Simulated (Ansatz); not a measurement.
Theory: Ansatz, DFT PBE, scalar-relativistic, plane waves, PAW. All cells share a 420 eV cutoff and Γ-centred k meshes spaced at most about 0.3 Å⁻¹ (about 0.25 or finer for metals, 2π included). No spin polarisation in the final relaxations.

These are static total energies at zero pressure.

Compare these two cells of PPb₂, each relaxed at this level.

A.

```xyz
6
Lattice="3.9487 0.0000 0.0000 0.0000 8.0146 0.0000 0.0000 0.0000 5.5327" Properties=species:S:1:pos:R:3 pbc="T T T"
P     1.9743    6.5100    0.5727
P     0.0000    1.5046    3.3391
Pb    0.0000    4.6016    5.1478
Pb    1.9743    3.4130    2.3814
Pb    1.9743    1.2151    5.3454
Pb    0.0000    6.7995    2.5790
```

B.

```xyz
6
Lattice="4.5115 0.0000 0.0000 0.0000 4.5115 0.0000 0.0000 0.0000 8.1629" Properties=species:S:1:pos:R:3 pbc="T T T"
P     0.0000    2.2558    5.8400
P     2.2558    0.0000    2.3229
Pb    0.0000    0.0000    0.0000
Pb    2.2558    2.2558    0.0000
Pb    0.0000    2.2558    2.9761
Pb    2.2558    0.0000    5.1868
```

Question: Which form is favoured at zero pressure, and by what margin per atom?

Answer: A is lower, by 105 meV/atom. A has space group Pmn2_1 (No. 31), 29.2 Å³/atom and no gap on its mesh; B has space group P4/nmm (No. 129), 27.7 Å³/atom and no gap. Counting P atoms around Pb (those within 1.25 times the shortest such distance or 1.15 times the sum of covalent radii, 1.27 where that leaves under three; a plus sign parts nearer from farther groups; the shortest distance is added where it exceeds 1.18 times the sum of covalent radii; a slash parts the counts of unlike sites), A has Pb 2+1/3 and B has Pb 4 from 3.2 Å/1+4. The lower one is the more open, so pressure narrows the difference. Even the lower one lies +0.09 eV/atom against the reference forms of the elements (uncorrected), so neither is stable at this level. In A, P is surrounded by 5 Pb at 2.82–2.91 Å; Pb on its first site has 2 P at 2.91 Å, 1 Pb at 3.38 Å, 1 P at 3.59 Å, 5 Pb at 3.60–3.69 Å and 4 Pb at 3.92–3.95 Å; Pb on its second site is surrounded by 3 P at 2.82–2.83 Å, 1 Pb at 3.38 Å, 1 Pb at 3.69 Å, 4 Pb at 3.92–3.95 Å, 2 P at 4.05 Å and 4 Pb at 4.18 Å. In B, around P lie 1 Pb at 2.86 Å and 8 Pb at 3.24–3.26 Å; around Pb on a site of symmetry -4m2 lie 4 Pb at 3.19 Å, 4 P at 3.24 Å and 4 Pb at 3.73 Å; around Pb on a site of symmetry 4mm lie 1 P at 2.86 Å, 4 P at 3.26 Å and 8 Pb at 3.73–3.88 Å. Both come from invented guesses.

These runs have no spin–orbit coupling, which can matter for Pb. Cells relaxed within their symmetry can be saddle points. The Pmn2_1 cell of PPb2 came from shaking the P4/nmm one.
